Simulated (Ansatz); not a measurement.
Data:

Sr$_{2}$ZnWO$_{6}$:
```
CELL_PARAMETERS angstrom
     -2.78725     2.78725     4.01618
      2.78725    -2.78725     4.01618
      2.78725     2.78725    -4.01618
ATOMIC_POSITIONS crystal
  Sr 0.25000 0.75000 0.50000
  Sr 0.75000 0.25000 0.50000
  Zn 0.50000 0.50000 0.00000
  W  0.00000 0.00000 0.00000
  O  0.80245 0.71867 0.52112
  O  0.19755 0.28133 0.47888
  O  0.71867 0.19755 0.91622
  O  0.28133 0.80245 0.08378
  O  0.23914 0.23914 0.00000
  O  0.76086 0.76086 0.00000
```

This is the r²SCAN-relaxed structure.

Question: All from DFT-r²SCAN in the program Ansatz with PAW potentials, unless another level is named. Estimate the HSE06 gap on the r²SCAN cell.

Answer: 4.60 eV.

Question: What about the electron effective mass with spin–orbit coupling?

Answer: 1.3, 1.6, 7.7 mₑ (principal values).

Question: Predict the smallest direct gap on the standard path.

Answer: 3.65 eV.

Question: And the hole effective mass?

Answer: 0.38, 1.5, 2.4 mₑ (principal values).

Question: What about the gap with spin–orbit coupling?

Answer: 3.33 eV.

Space group I4/m. The workflow started from a Materials Project entry (that database holds measured and hypothetical structures alike); the Crystallography Open Database copy checked does not list it. COD files the formula under space group No. 14, 225, so this cell is another polymorph or a model. With Zn and W taken as one species the cell has the higher symmetry I4/mcm, so it may be an ordered model of a mixed-site phase. Whether it is the stable phase at ambient conditions was not checked. The r²SCAN relaxation kept the symmetry of its start; its stability against distortions is not shown here. No spin polarisation was allowed. No Hubbard U is applied. Spin–orbit coupling is left out wherever it is not named.

Potentials: the later of the program's two PAW sets.
